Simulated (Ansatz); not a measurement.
Values for one crystal, relaxed and computed with plane-wave PAW r²SCAN (Ansatz code); other levels are named.

Volume per atom: 18.05 Å³
Electronic character: metallic (no gap)
Young's modulus: 178 GPa
Bulk modulus (Birch–Murnaghan fit): 202 GPa
Density of states at the Fermi level: 1.2 states/eV per atom (mean over ±0.08 eV)
Hill bulk and shear moduli: 202 and 65.7 GPa
Gap with spin–orbit coupling: none (metallic)

Question: Which of these materials gives this?
(A) Zr, hcp (Mg type)
(B) Ce, fcc (Cu type)
(C) Ta, bcc (W type)
(D) Cu, fcc (Cu type)

Answer: C, Ta, bcc (W type)

Space group Im-3m (bcc (W type)). The r²SCAN relaxation kept the symmetry of its start. No spin polarisation was allowed. As this level gives no gap, shear constants depend on the k-mesh and smearing (Fermi–Dirac, 0.1 eV here). Spin–orbit coupling is left out wherever it is not named.

Potentials: the later of the program's two PAW sets.
